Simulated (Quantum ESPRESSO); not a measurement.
Ti6AuW, one run as intended and one with a planted mistake

Computed values, not a measurement. The program is pw.x of Quantum ESPRESSO 7.5 (plane-wave density functional theory). The cell is made up: eight metal atoms on a hexagonal close-packed lattice, with elements, volume, strain and displacements drawn at random and not relaxed, so it may be unstable or far from any real phase. PseudoDojo standard norm-conserving files set the functional (PBE unless stated); there is no spin polarisation or spin-orbit coupling, the Fermi-Dirac width of 0.25 eV means electrons at about 2900 K, and the masses in the input are unused placeholders. Heavy elements are run without spin-orbit coupling, which real alloys of them have. A spin test at this wide smearing found no moment, but such smearing suppresses magnetism that the real alloy may have.

Intended input:

```
&control calculation='scf', pseudo_dir='./dojo.nc.sr.pbe.v0_5.standard.upf', outdir='./o', disk_io='minimal', tprnfor=.true., tstress=.true. /
&system ibrav=0, nat=8, ntyp=3, nbnd=70, ecutwfc=84.00895049, nosym=.true., tot_charge=0,
 occupations='smearing', smearing='fd', degauss=0.0183746611
/
&electrons conv_thr=1.470e-08, electron_maxstep=70, mixing_beta=0.5 /
ATOMIC_SPECIES
Au 1.0 Au.upf
Ti 1.0 Ti.upf
W 1.0 W.upf
CELL_PARAMETERS angstrom
-0.0272 0.0646 -4.7298
0.0118 5.065 -0.068
5.6835 0.0136 0.0331
ATOMIC_POSITIONS angstrom
Ti -0.0179 -0.0185 -0.0396
Ti 2.8129 0.0425 -0.0668
Au 1.3557 2.4566 -0.0777
Ti 4.3077 2.6295 -0.0938
W 0.099 1.7566 -2.3742
Ti 2.8044 1.8071 -2.3523
Ti 1.4116 4.2723 -2.2765
Ti 4.372 4.3889 -2.3207
K_POINTS automatic
5 5 4 1 1 1
```

The log is shortened where brackets say so; the opening notice, blank lines, dates and the lines on written files are dropped, and the path of the files is cut. It prints rydbergs, bohrs and kilobars, and counts compression as positive stress. Its total energy is the free energy E - TS of the whole cell.

Log of the intended run:

```
     Program PWSCF v.7.5
     Parallel version (MPI & OpenMP), running on       4 processor cores
     Number of MPI processes:                 4
     Threads/MPI process:                     1
     [start-up lines left out]
     bravais-lattice index     =            0
     lattice parameter (alat)  =       8.9390  a.u.
     unit-cell volume          =     918.6243 (a.u.)^3
     number of atoms/cell      =            8
     number of atomic types    =            3
     number of electrons       =       105.00
     number of Kohn-Sham states=           70
     kinetic-energy cutoff     =      84.0090  Ry
     charge density cutoff     =     336.0358  Ry
     scf convergence threshold =      1.5E-08
     mixing beta               =       0.5000
     number of iterations used =            8  plain     mixing
     Exchange-correlation= PBE
                           (   1   4   3   4   0   0   0)
     [axes and pseudopotential details left out]
   Cartesian axes
     site n.     atom                  positions (alat units)
         1        Ti     tau(   1) = (  -0.0037841  -0.0039109  -0.0083715  )
         2        Ti     tau(   2) = (   0.5946533   0.0089846  -0.0141217  )
         3        Au     tau(   3) = (   0.2865980   0.5193307  -0.0164260  )
         4        Ti     tau(   4) = (   0.9106573   0.5558821  -0.0198295  )
         5        W      tau(   5) = (   0.0209288   0.3713491  -0.5019111  )
         6        Ti     tau(   6) = (   0.5928564   0.3820249  -0.4972814  )
         7        Ti     tau(   7) = (   0.2984154   0.9031737  -0.4812571  )
         8        Ti     tau(   8) = (   0.9242505   0.9278232  -0.4906011  )
     number of k points=    50  Fermi-Dirac smearing, width (Ry)=  0.0184
                       cart. coord. in units 2pi/alat
        k(    1) = (   0.1043952   0.0918152  -0.0993573), wk =   0.0400000
        k(    2) = (   0.3124758   0.0913142  -0.1005608), wk =   0.0400000
     [further k points left out]
     Dense  grid:    95507 G-vectors     FFT dimensions: (  54,  60,  64)
     Estimated max dynamical RAM per process >     331.18 MB
     Estimated total dynamical RAM >       1.23 GB
     Initial potential from superposition of free atoms
     starting charge     104.9899, renormalised to     105.0000
     Starting wfcs are   80 randomized atomic wfcs
     total cpu time spent up to now is        4.8 secs
     per-process dynamical memory:   254.6 Mb
     Self-consistent Calculation
     iteration #  1     ecut=    84.01 Ry     beta= 0.50
     Davidson diagonalization with overlap
     ethr =  1.00E-02,  avg # of iterations =  2.7
     total cpu time spent up to now is       15.1 secs
     total energy              =   -1158.66671372 Ry
     estimated scf accuracy    <       2.91573211 Ry
     iteration #  2     ecut=    84.01 Ry     beta= 0.50
     Davidson diagonalization with overlap
     ethr =  2.78E-03,  avg # of iterations =  5.1
     total cpu time spent up to now is       27.9 secs
     total energy              =   -1159.18767490 Ry
     estimated scf accuracy    <      12.33414105 Ry
     [iterations 3 to 20 left out]
     iteration # 21     ecut=    84.01 Ry     beta= 0.50
     Davidson diagonalization with overlap
     ethr =  3.91E-11,  avg # of iterations =  6.0
     total cpu time spent up to now is      236.4 secs
     total energy              =   -1160.41788288 Ry
     estimated scf accuracy    <       0.00000002 Ry
     iteration # 22     ecut=    84.01 Ry     beta= 0.50
     Davidson diagonalization with overlap
     ethr =  1.77E-11,  avg # of iterations =  2.9
     total cpu time spent up to now is      246.3 secs
     End of self-consistent calculation
     [lines on levels left out]
!    total energy              =   -1160.41788287 Ry
     estimated scf accuracy    <       0.00000001 Ry
     smearing contrib. (-TS)   =      -0.16880255 Ry
     internal energy E=F+TS    =   -1160.24908031 Ry
     The total energy is F=E-TS. E is the sum of the following terms:
     one-electron contribution =    -375.41679735 Ry
     hartree contribution      =     229.11205356 Ry
     xc contribution           =    -190.02544385 Ry
     ewald contribution        =    -823.91889268 Ry
     convergence has been achieved in  22 iterations
     Forces acting on atoms (cartesian axes, Ry/au):
     atom    1 type  2   force =     0.00093892    0.01521123    0.03331242
     atom    2 type  2   force =     0.00401999   -0.01351606    0.02989364
     atom    3 type  1   force =     0.03897564    0.03105515    0.04211350
     atom    4 type  2   force =    -0.01360981   -0.00327466    0.01617777
     atom    5 type  3   force =    -0.04452214   -0.02016141   -0.02871346
     atom    6 type  2   force =     0.02568560   -0.00656547   -0.02432171
     atom    7 type  2   force =     0.00695697   -0.01137351   -0.03685508
     atom    8 type  2   force =    -0.01844517    0.00862472   -0.03160709
     Total force =     0.120857     Total SCF correction =     0.000309
     Computing stress (Cartesian axis) and pressure
          total   stress  (Ry/bohr**3)                   (kbar)     P=       28.33
   0.00026703   0.00008614   0.00002439           39.28       12.67        3.59
   0.00008614  -0.00003962   0.00003186           12.67       -5.83        4.69
   0.00002439   0.00003186   0.00035029            3.59        4.69       51.53
     init_run     :      4.54s CPU      4.77s WALL (       1 calls)
     electrons    :    240.55s CPU    241.50s WALL (       1 calls)
     forces       :      1.72s CPU      1.74s WALL (       1 calls)
     stress       :      5.93s CPU      5.93s WALL (       1 calls)
     [timing details left out]
     PWSCF        :   4m12.83s CPU   4m14.05s WALL
     JOB DONE.
```

A second run has one planted mistake: the cell and the positions are scaled by a wrong factor. The input lines that differ:

```
- -0.0272 0.0646 -4.7298
- 0.0118 5.065 -0.068
- 5.6835 0.0136 0.0331
+ -0.0275 0.0654 -4.7889
+ 0.0119 5.1283 -0.0689
+ 5.7545 0.0138 0.0335
- Ti -0.0179 -0.0185 -0.0396
- Ti 2.8129 0.0425 -0.0668
- Au 1.3557 2.4566 -0.0777
- Ti 4.3077 2.6295 -0.0938
- W 0.099 1.7566 -2.3742
- Ti 2.8044 1.8071 -2.3523
- Ti 1.4116 4.2723 -2.2765
- Ti 4.372 4.3889 -2.3207
+ Ti -0.0181 -0.0187 -0.0401
+ Ti 2.8481 0.043 -0.0676
+ Au 1.3726 2.4873 -0.0787
+ Ti 4.3615 2.6624 -0.095
+ W 0.1002 1.7786 -2.4039
+ Ti 2.8395 1.8297 -2.3817
+ Ti 1.4292 4.3257 -2.305
+ Ti 4.4266 4.4438 -2.3497
```

Its log:

```
     Program PWSCF v.7.5
     Parallel version (MPI & OpenMP), running on       4 processor cores
     Number of MPI processes:                 4
     Threads/MPI process:                     1
     [start-up lines left out]
     bravais-lattice index     =            0
     lattice parameter (alat)  =       9.0507  a.u.
     unit-cell volume          =     953.4910 (a.u.)^3
     number of atoms/cell      =            8
     number of atomic types    =            3
     number of electrons       =       105.00
     number of Kohn-Sham states=           70
     kinetic-energy cutoff     =      84.0090  Ry
     charge density cutoff     =     336.0358  Ry
     scf convergence threshold =      1.5E-08
     mixing beta               =       0.5000
     number of iterations used =            8  plain     mixing
     Exchange-correlation= PBE
                           (   1   4   3   4   0   0   0)
     [axes and pseudopotential details left out]
   Cartesian axes
     site n.     atom                  positions (alat units)
         1        Ti     tau(   1) = (  -0.0037792  -0.0039044  -0.0083726  )
         2        Ti     tau(   2) = (   0.5946642   0.0089781  -0.0141144  )
         3        Au     tau(   3) = (   0.2865897   0.5193316  -0.0164320  )
         4        Ti     tau(   4) = (   0.9106520   0.5558913  -0.0198354  )
         5        W      tau(   5) = (   0.0209211   0.3713598  -0.5019182  )
         6        Ti     tau(   6) = (   0.5928686   0.3820291  -0.4972830  )
         7        Ti     tau(   7) = (   0.2984074   0.9031772  -0.4812686  )
         8        Ti     tau(   8) = (   0.9242445   0.9278357  -0.4906016  )
     number of k points=    50  Fermi-Dirac smearing, width (Ry)=  0.0184
                       cart. coord. in units 2pi/alat
        k(    1) = (   0.1043947   0.0918149  -0.0993566), wk =   0.0400000
        k(    2) = (   0.3124760   0.0913160  -0.1005583), wk =   0.0400000
     [further k points left out]
     Dense  grid:    99223 G-vectors     FFT dimensions: (  54,  60,  64)
     Estimated max dynamical RAM per process >     342.80 MB
     Estimated total dynamical RAM >       1.27 GB
     Initial potential from superposition of free atoms
     starting charge     104.9899, renormalised to     105.0000
     Starting wfcs are   80 randomized atomic wfcs
     total cpu time spent up to now is        5.0 secs
     per-process dynamical memory:   270.6 Mb
     Self-consistent Calculation
     iteration #  1     ecut=    84.01 Ry     beta= 0.50
     Davidson diagonalization with overlap
     ethr =  1.00E-02,  avg # of iterations =  2.6
     total cpu time spent up to now is       15.4 secs
     total energy              =   -1158.76553695 Ry
     estimated scf accuracy    <       2.74582134 Ry
     iteration #  2     ecut=    84.01 Ry     beta= 0.50
     Davidson diagonalization with overlap
     ethr =  2.62E-03,  avg # of iterations =  5.0
     total cpu time spent up to now is       28.5 secs
     total energy              =   -1159.21882848 Ry
     estimated scf accuracy    <      12.16093874 Ry
     [iterations 3 to 20 left out]
     iteration # 21     ecut=    84.01 Ry     beta= 0.50
     Davidson diagonalization with overlap
     ethr =  2.60E-10,  avg # of iterations =  1.1
     total cpu time spent up to now is      227.8 secs
     total energy              =   -1160.41867157 Ry
     estimated scf accuracy    <       0.00000003 Ry
     iteration # 22     ecut=    84.01 Ry     beta= 0.50
     Davidson diagonalization with overlap
     ethr =  3.11E-11,  avg # of iterations =  6.4
     total cpu time spent up to now is      239.6 secs
     End of self-consistent calculation
     [lines on levels left out]
!    total energy              =   -1160.41867158 Ry
     estimated scf accuracy    <          5.7E-09 Ry
     smearing contrib. (-TS)   =      -0.17544641 Ry
     internal energy E=F+TS    =   -1160.24322517 Ry
     The total energy is F=E-TS. E is the sum of the following terms:
     one-electron contribution =    -390.74665074 Ry
     hartree contribution      =     234.03326402 Ry
     xc contribution           =    -189.77764863 Ry
     ewald contribution        =    -813.75218982 Ry
     convergence has been achieved in  22 iterations
     Forces acting on atoms (cartesian axes, Ry/au):
     atom    1 type  2   force =     0.00141770    0.01677916    0.02928314
     atom    2 type  2   force =     0.00382064   -0.01175084    0.02588293
     atom    3 type  1   force =     0.03286655    0.02599231    0.03572160
     atom    4 type  2   force =    -0.00887549   -0.00347523    0.01289325
     atom    5 type  3   force =    -0.03877755   -0.01899408   -0.02331673
     atom    6 type  2   force =     0.02071652   -0.00665704   -0.02050764
     atom    7 type  2   force =     0.00415351   -0.01072498   -0.03240956
     atom    8 type  2   force =    -0.01532188    0.00883070   -0.02754698
     Total force =     0.103966     Total SCF correction =     0.000213
     Computing stress (Cartesian axis) and pressure
          total   stress  (Ry/bohr**3)                   (kbar)     P=      -20.50
  -0.00007147   0.00007684   0.00002319          -10.51       11.30        3.41
   0.00007684  -0.00034926   0.00003113           11.30      -51.38        4.58
   0.00002319   0.00003113   0.00000276            3.41        4.58        0.41
     init_run     :      4.61s CPU      4.82s WALL (       1 calls)
     electrons    :    228.84s CPU    234.65s WALL (       1 calls)
     forces       :      1.77s CPU      1.79s WALL (       1 calls)
     stress       :      6.00s CPU      6.01s WALL (       1 calls)
     [timing details left out]
     PWSCF        :   4m 1.35s CPU   4m 7.46s WALL
     JOB DONE.
```

|  | intended run | run with the mistake |
| --- | --- | --- |
| free energy (eV) | -15788.290 | -15788.300 |
| entropy term -TS, part of it (eV) | -2.297 | -2.387 |
| pressure (GPa) | 2.83 | -2.05 |
| size of the largest force component (eV/Å) | 1.145 | 0.997 |
| largest change of a force component (eV/Å) |  | 0.164 |
| iterations | 22 | 22 |

For scale, a rerun of the intended cell at a higher cutoff and on a denser mesh moved values by no more than 0.002 eV in energy, 0.02 GPa in stress and 0.006 eV/Å in force, and a second program with other atomic files agreed on that cell to 2 % rms in force and 0.5 GPa in pressure.